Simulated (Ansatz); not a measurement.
An element in the fcc structure gives these cold pressures by all-electron LAPW under PBE (Ansatz 0.2.0, scalar-relativistic, no spin polarisation).

```csv
V (Å³/atom),P (GPa)
11.96,-0.03
11.37,8.15
10.17,34.2
8.97,82.8
7.78,176.5
6.58,367.9
5.38,795.1
4.79,1205
```

Task: Which element is it?

Result: Cu. Its zero-pressure volume in this structure is near 12.0 Å³/atom; the volume and the steepness of P(V) together point to it, though neighbours can come close. Other candidates weren't computed, and some may come near.
